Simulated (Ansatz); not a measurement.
# How much do the gradients of Bi2S3 depend on the method?

Cell: a structure deposited in the COD, ions relaxed with PBE at fixed cell.

Space group Pnma (No. 62); a = 11.3450, b = 3.9940, c = 11.1930 Å.

| site | Wyckoff | site symmetry | x | y | z |
| --- | --- | --- | --- | --- | --- |
| Bi1 | 4c | .m. | 0.4866 | 0.2500 | 0.3251 |
| Bi5 | 4c | .m. | 0.3388 | 0.7500 | 0.0320 |
| S9 | 4c | .m. | 0.2845 | 0.2500 | 0.1922 |
| S13 | 4c | .m. | 0.5498 | 0.7500 | 0.1292 |
| S17 | 4c | .m. | 0.3780 | 0.7500 | 0.4438 |

One atom of each set is listed.

First run. Level of theory: DFT, PBE, plane waves and PAW, scalar-relativistic, 420 eV cutoff, Γ-centred 3×7×3 k-points, Fermi–Dirac smearing 0.02 eV (Ansatz 0.2.0).

| site | V_zz (10²¹ V/m²) | η |
| --- | --- | --- |
| Bi1 | 7.66 | 0.99 |
| Bi5 | -19.52 | 0.08 |
| S9 | -2.67 | 0.34 |
| S13 | 4.24 | 0.94 |
| S17 | -8.90 | 0.16 |

Second run. The same atoms and settings, except that spin–orbit coupling is included (fully relativistic PAW files).

Question: What does the second run give?

Answer: 

```tsv
site	V_zz	η	change of V_zz
Bi1	-8.70	0.97	–
Bi5	-20.6	0.06	-1.07
S9	-3.06	0.45	-0.39
S13	5.24	0.77	+1.00
S17	-9.45	0.15	-0.55
```

The largest change of V_zz along a kept axis is on Bi5, from -19.52 to -20.6. In per cent, |V_zz| changes by +5 on Bi, +6 to +24 on S (all sites that start above 0.5, bar those whose gradient vanishes or changes sign or whose main axis turns by over 40°). Where |V_zz| stays above 0.1 and the axes keep their order, η moves most on S13, from 0.94 to 0.77. On Bi1 the largest principal value lies along another axis in the second run, so the two V_zz can't be compared directly.
